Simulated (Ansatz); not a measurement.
Put Sb2S in P4/mmm (No. 123): Sb on 2h; S on 1c.

Level of theory: DFT PBE, scalar-relativistic, plane waves, PAW (Ansatz 0.2.0). Cutoff 420 eV, Γ-centred mesh, Gaussian smearing, no spin polarisation.

Energies over the elements count from the elements' standard structures at the same level, with no fitted energy shifts.

Question: Give the relaxed lattice parameters and positions.

Answer:

Space group P4/mmm (No. 123). a = 3.072 Å, b = 3.072 Å, c = 8.475 Å, α = 90.00°, β = 90.00°, γ = 90.00°
```tsv
atom	site	symmetry	x	y	z
Sb	2h	4mm	0.5000	0.5000	0.3147
S	1c	4/mmm	0.5000	0.5000	0.0000
```

Around Sb lie 1 S at 2.67 Å and 5 Sb at 3.07–3.14 Å; S is surrounded by 2 Sb at 2.67 Å and 4 S at 3.07 Å. Another local minimum with the same sites may exist.

Question: Where does its energy lie, and is it a metal?

Answer: The energy over the elements is +0.25 eV/atom and the gap on the 14×14×6 mesh of the 3-atom cell is 0 eV (a metal). It can't be a ground state, since the elements alone are lower.

The last run used Gaussian smearing of 0.10 eV. Spin–orbit coupling, which can matter for Sb, is left out. The reference form of S is held partly by dispersion forces, which this level lacks. A structure relaxed within its symmetry needn't be a true minimum. Another cell of Sb2S relaxed alike, in P4/nmm, lies 148 meV/atom lower, so this cell isn't the stable form at this level.
